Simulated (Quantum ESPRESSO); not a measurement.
InAl2GaAs4, input and log of a self-consistent run

Computed values, not a measurement. The program is pw.x of Quantum ESPRESSO 7.5 (plane-wave density functional theory). The cell is made up: 8 atoms on a zincblende/diamond lattice, with randomly drawn elements, strain and displacements, not relaxed. PseudoDojo standard norm-conserving files (v0.5 for PBE, v0.4.1 for LDA and PBEsol) set the functional; there is no spin polarisation, spin-orbit coupling or dispersion term, and the masses in the input are unused placeholders.

Input:

```
&control calculation='scf', pseudo_dir='./dojo.nc.sr.pbe.v0_5.standard.upf', outdir='./o', disk_io='medium', tprnfor=.true., tstress=.true. /
&system ibrav=0, nat=8, ntyp=4, nbnd=52, ecutwfc=84.00895049, nosym=.true., tot_charge=0,
 occupations='smearing', smearing='fd', degauss=0.0018374661
/
&electrons conv_thr=7.350e-09, electron_maxstep=60, /
ATOMIC_SPECIES
Al 1.0 Al.upf
As 1.0 As.upf
Ga 1.0 Ga.upf
In 1.0 In.upf
CELL_PARAMETERS angstrom
5.791 0.0096 0.0083
0.0096 5.6131 0.0063
0.0083 0.0063 5.6633
ATOMIC_POSITIONS angstrom
In 0.0131 -0.0228 0.0288
Al -0.0115 2.7965 2.8066
Al 2.911 0.0293 2.8234
Ga 2.9105 2.9115 0.0644
As 1.3805 1.3468 1.4043
As 1.5252 4.1436 4.2744
As 4.3128 1.4389 4.1988
As 4.2652 4.2282 1.3943
K_POINTS automatic
4 4 4 1 1 1
```

The log is shortened where brackets say so; the opening notice, blank lines, dates and the lines on written files are dropped, and the path of the files is cut. It prints rydbergs, bohrs and kilobars, and counts compression as positive stress.

```
     Program PWSCF v.7.5
     Parallel version (MPI & OpenMP), running on       1 processor cores
     Number of MPI processes:                 1
     Threads/MPI process:                     1
     [start-up lines left out]
     bravais-lattice index     =            0
     lattice parameter (alat)  =      10.9434  a.u.
     unit-cell volume          =    1242.2810 (a.u.)^3
     number of atoms/cell      =            8
     number of atomic types    =            4
     number of electrons       =        92.00
     number of Kohn-Sham states=           52
     kinetic-energy cutoff     =      84.0090  Ry
     charge density cutoff     =     336.0358  Ry
     scf convergence threshold =      7.3E-09
     mixing beta               =       0.7000
     number of iterations used =            8  plain     mixing
     Exchange-correlation= PBE
                           (   1   4   3   4   0   0   0)
     [axes and pseudopotential details left out]
   Cartesian axes
     site n.     atom                  positions (alat units)
         1        In     tau(   1) = (   0.0022621  -0.0039371   0.0049732  )
         2        Al     tau(   2) = (  -0.0019858   0.4829033   0.4846474  )
         3        Al     tau(   3) = (   0.5026754   0.0050596   0.4875485  )
         4        Ga     tau(   4) = (   0.5025890   0.5027617   0.0111207  )
         5        As     tau(   5) = (   0.2383866   0.2325672   0.2424964  )
         6        As     tau(   6) = (   0.2633736   0.7155224   0.7381091  )
         7        As     tau(   7) = (   0.7447401   0.2484712   0.7250544  )
         8        As     tau(   8) = (   0.7365204   0.7301312   0.2407696  )
     number of k points=    32  Fermi-Dirac smearing, width (Ry)=  0.0018
                       cart. coord. in units 2pi/alat
        k(    1) = (   0.1246044   0.1286058   0.1274932), wk =   0.0625000
        k(    2) = (   0.1242385   0.1283195   0.3831319), wk =   0.0625000
     [further k points left out]
     Dense  grid:   129239 G-vectors     FFT dimensions: (  64,  64,  64)
     Estimated max dynamical RAM per process >     189.64 MB
     Initial potential from superposition of free atoms
     starting charge      91.9876, renormalised to      92.0000
     Starting wfcs are   62 randomized atomic wfcs
     total cpu time spent up to now is       18.6 secs
     per-process dynamical memory:   103.5 Mb
     Self-consistent Calculation
     iteration #  1     ecut=    84.01 Ry     beta= 0.70
     Davidson diagonalization with overlap
     ethr =  1.00E-02,  avg # of iterations =  4.4
     Threshold (ethr) on eigenvalues was too large:
     Diagonalizing with lowered threshold
     Davidson diagonalization with overlap
     ethr =  2.69E-04,  avg # of iterations =  3.4
     total cpu time spent up to now is      108.2 secs
     total energy              =   -1143.75645133 Ry
     estimated scf accuracy    <       0.25893198 Ry
     iteration #  2     ecut=    84.01 Ry     beta= 0.70
     Davidson diagonalization with overlap
     ethr =  2.81E-04,  avg # of iterations =  2.4
     total cpu time spent up to now is      167.8 secs
     total energy              =   -1143.80248773 Ry
     estimated scf accuracy    <       0.04257632 Ry
     iteration #  3     ecut=    84.01 Ry     beta= 0.70
     Davidson diagonalization with overlap
     ethr =  4.63E-05,  avg # of iterations =  6.9
     total cpu time spent up to now is      224.3 secs
     total energy              =   -1143.81155256 Ry
     estimated scf accuracy    <       0.00505192 Ry
     iteration #  4     ecut=    84.01 Ry     beta= 0.70
     Davidson diagonalization with overlap
     ethr =  5.49E-06,  avg # of iterations =  6.6
     total cpu time spent up to now is      276.1 secs
     total energy              =   -1143.81286009 Ry
     estimated scf accuracy    <       0.00184721 Ry
     iteration #  5     ecut=    84.01 Ry     beta= 0.70
     Davidson diagonalization with overlap
     ethr =  2.01E-06,  avg # of iterations =  2.8
     total cpu time spent up to now is      315.6 secs
     total energy              =   -1143.81317575 Ry
     estimated scf accuracy    <       0.00003472 Ry
     iteration #  6     ecut=    84.01 Ry     beta= 0.70
     Davidson diagonalization with overlap
     ethr =  3.77E-08,  avg # of iterations =  5.0
     total cpu time spent up to now is      371.8 secs
     total energy              =   -1143.81319319 Ry
     estimated scf accuracy    <       0.00001330 Ry
     iteration #  7     ecut=    84.01 Ry     beta= 0.70
     Davidson diagonalization with overlap
     ethr =  1.45E-08,  avg # of iterations =  2.1
     total cpu time spent up to now is      414.2 secs
     total energy              =   -1143.81319521 Ry
     estimated scf accuracy    <       0.00000208 Ry
     iteration #  8     ecut=    84.01 Ry     beta= 0.70
     Davidson diagonalization with overlap
     ethr =  2.26E-09,  avg # of iterations =  2.7
     total cpu time spent up to now is      457.3 secs
     total energy              =   -1143.81319556 Ry
     estimated scf accuracy    <       0.00000013 Ry
     iteration #  9     ecut=    84.01 Ry     beta= 0.70
     Davidson diagonalization with overlap
     ethr =  1.39E-10,  avg # of iterations =  5.0
     total cpu time spent up to now is      530.7 secs
     total energy              =   -1143.81319564 Ry
     estimated scf accuracy    <       0.00000003 Ry
     iteration # 10     ecut=    84.01 Ry     beta= 0.70
     Davidson diagonalization with overlap
     ethr =  3.56E-11,  avg # of iterations =  2.0
     total cpu time spent up to now is      577.9 secs
     End of self-consistent calculation
     [lines on levels left out]
!    total energy              =   -1143.81319564 Ry
     estimated scf accuracy    <          4.5E-09 Ry
     smearing contrib. (-TS)   =      -0.00000000 Ry
     internal energy E=F+TS    =   -1143.81319564 Ry
     The total energy is F=E-TS. E is the sum of the following terms:
     one-electron contribution =    -666.99790466 Ry
     hartree contribution      =     384.36766569 Ry
     xc contribution           =    -276.66191211 Ry
     ewald contribution        =    -584.52104456 Ry
     convergence has been achieved in  10 iterations
     Forces acting on atoms (cartesian axes, Ry/au):
     atom    1 type  4   force =    -0.03046415   -0.01632014   -0.06324679
     atom    2 type  1   force =     0.00209632    0.00664324    0.00415811
     atom    3 type  1   force =    -0.02199120   -0.00339362    0.00893977
     atom    4 type  3   force =    -0.01652165   -0.06776522   -0.01796947
     atom    5 type  2   force =     0.07511417    0.07427970    0.05794179
     atom    6 type  2   force =    -0.00474236    0.00069639   -0.05748904
     atom    7 type  2   force =    -0.01455965    0.02336111    0.00220660
     atom    8 type  2   force =     0.01106852   -0.01750146    0.06545902
     Total force =     0.185323     Total SCF correction =     0.000414
     Computing stress (Cartesian axis) and pressure
          total   stress  (Ry/bohr**3)                   (kbar)     P=       70.33
   0.00042801   0.00010337   0.00010261           62.96       15.21       15.09
   0.00010337   0.00050971   0.00010439           15.21       74.98       15.36
   0.00010261   0.00010439   0.00049652           15.09       15.36       73.04
     init_run     :     17.50s CPU     18.37s WALL (       1 calls)
     electrons    :    554.58s CPU    559.38s WALL (       1 calls)
     forces       :      5.87s CPU      5.96s WALL (       1 calls)
     stress       :     21.74s CPU     21.86s WALL (       1 calls)
     [timing details left out]
     PWSCF        :  10m 0.03s CPU  10m 6.16s WALL
     JOB DONE.
```

In other units: free energy -15562.371 eV for the cell, pressure 7.03 GPa, largest force component 1.931 eV/Å. A rerun of a related cell, with the same atoms placed differently, at 1437 eV and a 6 x 6 x 6 mesh moved values by no more than 0.011 eV in energy, 0.02 GPa in stress and 0.002 eV/Å in force.